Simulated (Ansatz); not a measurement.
CsPbCl₃ (cubic perovskite)

```yaml
crystal:
  lattice:
    - [5.73560, 0.00000, 0.00000]
    - [0.00000, 5.73560, 0.00000]
    - [0.00000, 0.00000, 5.73560]
  atoms:
    - { symbol: Cs, position: [0.00000, 0.00000, 0.00000] }
    - { symbol: Pb, position: [0.50000, 0.50000, 0.50000] }
    - { symbol: Cl, position: [0.00000, 0.50000, 0.50000] }
    - { symbol: Cl, position: [0.50000, 0.50000, 0.00000] }
    - { symbol: Cl, position: [0.50000, 0.00000, 0.50000] }
```

This relaxed cell (volume V₀) is scaled evenly in all directions, its shape held. Symmetry pins the atoms to their sites.

Method: PBE (plane waves to 420 eV, PAW, scalar-relativistic; Ansatz, an electronic-structure program). k mesh 6×6×6 (Γ-centred), Fermi-Dirac smearing 0.05 eV. The energy includes the smearing's −TS. Stress and pressure are positive under compression. CsPbCl3 was relaxed with its symmetry unable to fall. Spin-orbit coupling is left out, though Pb is heavy. This is a high-temperature form of CsPbCl3. ΔE is measured from the relaxed starting cell.

```tsv
V (Å³/atom)	ΔE (meV/atom)
35.473	10.4
35.926	6.5
36.378	3.6
36.831	1.6
37.284	0.4
37.737	0.0
38.190	0.4
38.643	1.4
39.096	withheld
39.548	5.4
40.001	8.3
```

Fit a third-order Birch-Murnaghan form (E₀, V₀, B₀, B₀′ free) to the given rows and predict ΔE at V = 39.096.

Least squares on the 10 given rows: ΔE = E₀ + (9V₀B₀/16)·y²·[2 + (B₀′ − 4)y], y = (V₀/V)^(2/3) − 1, with V₀ = 37.743 Å³/atom, B₀ = 21.79 GPa (160.2 GPa = 1 eV/Å³; the term in eV is multiplied by 1000), B₀′ = 4.36, E₀ = 0.02 meV/atom; root-mean-square residual 0.02 meV/atom. At 39.096 the fit gives 3.1 meV/atom; the calculation gives 3.1 meV/atom, the same to the digits shown. For the pressure the fit gives -0.71 GPa against the computed -0.71 GPa.

(A scan under strain: stresses follow from slopes of the energy per volume, elastic moduli from its curvatures.)
